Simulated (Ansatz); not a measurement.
Bi (A7 (α-As type), space group No. 166) at seven volumes, DFT-PBE+D3(BJ) in the program Ansatz with PAW potentials, shape and atoms relaxed at each. One row is withheld.

```csv
V (Å³/atom),P (GPa)
31.465,4.81
32.502,?
33.540,1.28
34.577,0.00
35.614,-1.02
36.652,-1.82
37.689,-2.41
```

**Question.** Fit the shown pressures and predict the withheld one.

**Answer.** P = (3/2)B₀(x^(7/2) − x^(5/2))[1 + (3/4)(B′ − 4)(x − 1)] with x = (V₀/V)^(2/3). Least squares on the six rows gives V₀ = 34.576 Å³/atom, B₀ = 37.5 GPa, B′ = 6.60. At V = 32.502, x = 1.0421 and P = 2.84 GPa. The run itself gave 2.87 GPa.

Space group R-3m (A7 (α-As type)). The PBE+D3(BJ) relaxation kept the symmetry of its start. The pairwise dispersion correction was not fitted to metals. Spin–orbit coupling is left out wherever it is not named.

Potentials: the later of the program's two PAW sets.
